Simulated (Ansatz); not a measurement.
The start is a generated cell, ZnF2 built in the AFLOW prototype A2B_oP12_62_2c_c (C23, as in PbCl2). The structure is fully relaxed (lattice and positions, P = 0) with PBE (plane waves to 420 eV, PAW, scalar-relativistic; Ansatz, an electronic-structure program). First-step values are on the input's coarse k-mesh.

Ansatz input (later rounds restart from its end on a renewed k-mesh):
Ansatz 0.2 input:
```yaml
crystal:
  lattice:
    - [5.7771586, 0, 0]
    - [0, 3.4374564, 0]
    - [0, 0, 6.8573244]
  atoms:
    - { symbol: Zn, position: [0.7377, 0.25, 0.5959] }
    - { symbol: Zn, position: [0.2377, 0.25, 0.9041] }
    - { symbol: Zn, position: [0.2623, 0.75, 0.4041] }
    - { symbol: Zn, position: [0.7623, 0.75, 0.0959] }
    - { symbol: F, position: [0.625, 0.25, 0.9217] }
    - { symbol: F, position: [0.125, 0.25, 0.5783] }
    - { symbol: F, position: [0.375, 0.75, 0.0783] }
    - { symbol: F, position: [0.875, 0.75, 0.4217] }
    - { symbol: F, position: [0.5202, 0.25, 0.337] }
    - { symbol: F, position: [0.0202, 0.25, 0.163] }
    - { symbol: F, position: [0.4798, 0.75, 0.663] }
    - { symbol: F, position: [0.9798, 0.75, 0.837] }
basis: { ecutwfc: 420, ecutrho_ratio: 4, xc_grid: 2, fft_grid_basis: typed }
kpoints: { mp_grid: { grid: [4, 6, 3] } }
hamiltonian:
  xc: pbe
  dispersion: none
  pseudopotentials: { kind: paw }
scf: { occupations: { method: fermi_dirac, width: 0.05 } }
relax: { f_tol: 0.01, max_steps: 100, cell: { stress_tol: 0.02 } }
output: { forces: true, stress: true }
```

Task: What pressure does the first self-consistent step give?

Result: -9.8 GPa (negative: the cell is under tension).

Task: By how much does the energy per atom fall from start to end?

Result: 0.23 eV/atom.

Task: Is the relaxed structure metallic? Give its gap.

Result: 3.64 eV, indirect (valence top at k = (0, 0, 0.4444), conduction bottom at Γ) (no spin-orbit coupling).

Task: Write out the relaxed structure.

Result: 
```cif
data_F8Zn4
_chemical_formula_sum 'Zn4 F8'
_space_group_name_H-M_alt 'I41/amd :1'
_space_group_IT_number 141
_space_group_name_Hall 'I 4bw 2bw -1bw'
_cell_length_a 4.02410
_cell_length_b 4.02410
_cell_length_c 10.05993
_cell_angle_alpha 90.000
_cell_angle_beta 90.000
_cell_angle_gamma 90.000
loop_
_atom_site_label
_atom_site_type_symbol
_atom_site_symmetry_multiplicity
_atom_site_Wyckoff_symbol
_atom_site_fract_x
_atom_site_fract_y
_atom_site_fract_z
_atom_site_occupancy
Zn1 Zn 4 b 0.00000 0.00000 0.50000 1
F1 F 8 e 0.00000 0.00000 0.29237 1
```
(The calculation used a cell of 6 atoms; values per cell refer to that cell.)

Final values are on a 9×9×9 k-mesh of the relaxed cell. No spin polarisation in the result.

The run could not lose the symmetry of its start: the end is stationary, and may be a saddle point rather than a minimum.

The relaxed structure here is a generated cell of ZnF2: the first start was made by placing the elements on the sites of a structure type, and the end was not matched to a known phase here, so it may be hypothetical. Known forms of ZnF2 include space group No. 136.
